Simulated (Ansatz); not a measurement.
This AlH₄ structure is the end of a relaxation. The cell was found from a structure generator's guess, not taken from experiment.

These are results of DFT PBE, scalar-relativistic, plane waves, PAW in Ansatz 0.2.0, not measurements. Cutoff 420 eV, Γ-centred mesh, Gaussian smearing, no spin polarisation.

```cif
data_structure
_symmetry_space_group_name_H-M 'P 1'
_symmetry_Int_Tables_number 1
_cell_length_a 3.0408
_cell_length_b 3.0408
_cell_length_c 5.6800
_cell_angle_alpha 90.000
_cell_angle_beta 90.000
_cell_angle_gamma 120.000
_cell_volume 45.48
loop_
_atom_site_label
_atom_site_type_symbol
_atom_site_fract_x
_atom_site_fract_y
_atom_site_fract_z
_atom_site_occupancy
Al1 Al 0.33333 0.66667 0.00000 1
H1 H 0.66667 0.33333 0.50000 1
H2 H 0.66667 0.33333 0.32744 1
H3 H 0.66667 0.33333 0.67256 1
H4 H 0.66667 0.33333 0.00000 1
```

Energies over the elements count from the elements' standard structures at the same level (H₂ as a molecule), with no fitted energy shifts.

Question: What space group does it have?

Answer: P-6m2 (No. 187). Conventional cell: a = 3.041 Å, c = 5.680 Å. Around Al lie 3 H at 1.76 Å; H on a site of symmetry -6m2 is surrounded by 2 H at 0.98 Å; H on a site of symmetry 3m has 1 H at 0.98 Å, 1 H at 1.86 Å and 1 H at 1.96 Å; H on a second site of symmetry -6m2 has 3 Al at 1.76 Å and 2 H at 1.86 Å.

Question: What is its formation energy per atom?

Answer: +0.60 eV/atom. A positive value: parting into the elements would lower its energy.

Question: Is it a metal?

Answer: Yes, bands cross the Fermi level on the 12×12×8 mesh.

The last run used a 12×12×8 mesh (in the run's order of axes) for its 5-atom cell and Gaussian smearing of 0.10 eV. No dispersion correction is applied, so the spacing and binding between layers, chains or molecules are poorly described. The cell is a metal run without spin; a magnetic state may lie lower. With hydrogen, zero-point motion can shift formation energies by some tens of meV/atom. A structure relaxed within its symmetry needn't be a true minimum. Another cell of AlH4 relaxed alike, in P1, lies 0.50 eV/atom lower, so this cell isn't the stable form at this level.
